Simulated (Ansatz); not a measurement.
BP:
```cif
data_B4P4
_chemical_formula_sum 'P4 B4'
_space_group_name_H-M_alt 'F-43m'
_space_group_IT_number 216
_space_group_name_Hall 'F -4 2 3'
_cell_length_a 4.52036
_cell_length_b 4.52036
_cell_length_c 4.52036
_cell_angle_alpha 90.000
_cell_angle_beta 90.000
_cell_angle_gamma 90.000
loop_
_atom_site_label
_atom_site_type_symbol
_atom_site_symmetry_multiplicity
_atom_site_Wyckoff_symbol
_atom_site_fract_x
_atom_site_fract_y
_atom_site_fract_z
_atom_site_occupancy
P1 P 4 c 0.25000 0.25000 0.25000 1
B1 B 4 a 0.00000 0.00000 0.00000 1
```
(The calculation used a cell of 2 atoms; values per cell refer to that cell.)

Relaxed with PBEsol.

Task: Which orbitals make up the states near the band edges in DFT-PBEsol in the program Ansatz with PAW potentials?

Result: Top 1 eV of the valence band: B 2p 52 %, P 3p 44 %. Bottom 1 eV of the conduction band: B 2p 24 %, P 3p 24 %, B 2s 23 %, P 3s 12 %, outside the projected shells 17 %. Projections are on Löwdin-orthogonalised atomic valence shells; empty p or d shells of many metals are not among them.

Task: Tabulate the density of states.

Result: States/eV per cell of 2 atoms, in 0.25 eV bins, energy from the valence-band maximum.

```
E (eV)  total  P 3p  B 2p  B 2s
------  -----  ----  ----  ----
-7.85    0.81  0.40  0.15  0.21
-7.60    0.57  0.27  0.12  0.13
-7.35    0.47  0.22  0.10  0.10
-7.10    0.39  0.18  0.09  0.07
-6.85    0.35  0.16  0.09  0.06
-6.60    0.30  0.13  0.08  0.05
-6.35    0.39  0.19  0.12  0.05
-6.10    0.69  0.34  0.25  0.05
-5.85    0.78  0.39  0.29  0.06
-5.60    0.75  0.37  0.27  0.06
-5.35    0.72  0.35  0.27  0.06
-5.10    0.75  0.37  0.29  0.06
-4.85    0.81  0.39  0.32  0.05
-4.60    0.84  0.41  0.34  0.05
-4.35    0.98  0.48  0.41  0.05
-4.10    1.11  0.55  0.48  0.04
-3.85    1.09  0.54  0.47  0.04
-3.60    1.06  0.52  0.47  0.04
-3.35    1.02  0.50  0.45  0.03
-3.10    0.98  0.48  0.44  0.03
-2.85    0.96  0.47  0.44  0.03
-2.60    0.94  0.46  0.44  0.02
-2.35    0.90  0.44  0.42  0.02
-2.10    0.88  0.43  0.42  0.01
-1.85    0.80  0.38  0.39  0.01
-1.60    0.57  0.27  0.28  0.01
-1.35    0.44  0.21  0.22  0.01
-1.10    0.35  0.16  0.17  0.01
-0.85    0.27  0.12  0.14  0.00
-0.60    0.21  0.09  0.11  0.00
-0.35    0.14  0.06  0.07  0.00
-0.10    0.04  0.02  0.02  0.00
0.15     0.00  0.00  0.00  0.00
0.40     0.00  0.00  0.00  0.00
0.65     0.00  0.00  0.00  0.00
0.90     0.00  0.00  0.00  0.00
1.15     0.02  0.01  0.00  0.01
1.40     0.14  0.04  0.03  0.04
1.65     0.24  0.06  0.05  0.06
1.90     0.34  0.08  0.09  0.07
2.15     0.42  0.10  0.11  0.08
2.40     0.49  0.11  0.14  0.08
2.65     0.57  0.14  0.17  0.08
2.90     0.66  0.16  0.20  0.09
3.15     0.76  0.19  0.24  0.08
3.40     0.89  0.24  0.30  0.08
3.65     1.09  0.29  0.37  0.09
3.90     1.76  0.40  0.58  0.20
4.15     1.25  0.29  0.44  0.10
4.40     0.69  0.18  0.24  0.04
4.65     0.84  0.28  0.26  0.05
4.90     0.99  0.35  0.29  0.07
5.15     1.18  0.42  0.33  0.11
5.40     1.30  0.44  0.35  0.12
5.65     1.33  0.44  0.36  0.12
5.90     1.12  0.35  0.30  0.10
```

The PBEsol relaxation kept the symmetry of its start.

Potentials: the later of the program's two PAW sets.
